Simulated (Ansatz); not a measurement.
Starting structure of a cell relaxation (symmetry kept):

```cif
data_structure
_symmetry_space_group_name_H-M 'P4/nmm:1'
_symmetry_Int_Tables_number 129
_cell_length_a 3.6100
_cell_length_b 3.6100
_cell_length_c 7.9400
_cell_angle_alpha 90.000
_cell_angle_beta 90.000
_cell_angle_gamma 90.000
_cell_volume 103.47
loop_
_atom_site_label
_atom_site_type_symbol
_atom_site_symmetry_multiplicity
_atom_site_Wyckoff_symbol
_atom_site_fract_x
_atom_site_fract_y
_atom_site_fract_z
_atom_site_occupancy
Hf1 Hf 2 c 0.00000 0.50000 0.27500 1
Ge1 Ge 2 a 0.00000 0.00000 0.00000 1
S1 S 2 c 0.00000 0.50000 0.61700 1
```

Theory: DFT r2SCAN, scalar-relativistic, plane waves, PAW (Ansatz 0.2.0).

Plane waves to 500 eV, a k mesh through Γ of 10×10×6 on the computed 6-atom cell and Gaussian smearing (0.10 eV); no spin polarisation.

Problem. What does it relax to?

Solution. The volume rises by 0.13 Å³/atom to 17.37 Å³/atom, and the energy falls by 1.5 meV/atom. Final structure:
```xyz
6
Lattice="3.6178 0.0000 0.0000 0.0000 3.6178 0.0000 0.0000 0.0000 7.9633" Properties=species:S:1:pos:R:3 pbc="T T T"
Hf    0.0000    1.8089    2.1778
Hf    1.8089    0.0000    5.7856
Ge    0.0000    0.0000    0.0000
Ge    1.8089    1.8089    0.0000
S     0.0000    1.8089    4.9370
S     1.8089    0.0000    3.0264
```

Spin–orbit coupling is left out, which can shift energies with elements as heavy as these.